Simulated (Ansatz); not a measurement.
A: Mg2Sn (antifluorite type, space group Fm-3m), a = 6.7460 Å, b = 6.7460 Å, c = 6.7460 Å, α = 90.00°, β = 90.00°, γ = 90.00°
B: CdSe (zinc blende), a = 6.0818 Å, b = 6.0818 Å, c = 6.0818 Å, α = 90.00°, β = 90.00°, γ = 90.00°
C: KTaO$_{3}$ (cubic perovskite), a = 3.9853 Å, b = 3.9853 Å, c = 3.9853 Å, α = 90.00°, β = 90.00°, γ = 90.00°
D: ScAl3 (Cu3Au type), a = 4.072 Å, b = 4.072 Å, c = 4.072 Å, α = 90.00°, β = 90.00°, γ = 90.00°
E: EuO (rock salt), a = b = c = 4.966 Å, α = β = γ = 90.00°

Scan: energy over volume and axial ratio (atoms clamped). One method and one kind of scan serve all of them; meshes and ranges differ. All were relaxed with their symmetry unable to fall. At this level the bands of Mg2Sn touch or barely overlap; measurements give the solid a gap. EuO is run spin-polarised and with no Hubbard U. KTaO3 is run without spin polarisation. Relaxed EuO ends ferromagnetic. ScAl3 is run without spin polarisation. Spin-orbit coupling is left out. The relaxed volume of EuO is well below the measured one. The magnetic order is the one the run started from; other orders were not tried. (This holds for the magnetic or f-shell members.) The filling of the f shell was not checked against other fillings, so treat energies with care. (This holds for the magnetic or f-shell members.)

Task: Order them by shear modulus C′ = (C11 − C12)/2 (fitted) (lowest first) at the level PBEsol (plane waves to 420 eV, PAW, scalar-relativistic; Ansatz, a program for electronic structure).

Result: B (9 GPa), A (24 GPa), D (74 GPa), E (95 GPa), C (188 GPa)

(A scan under strain: stresses follow from slopes of the energy per volume, elastic moduli from its curvatures.)
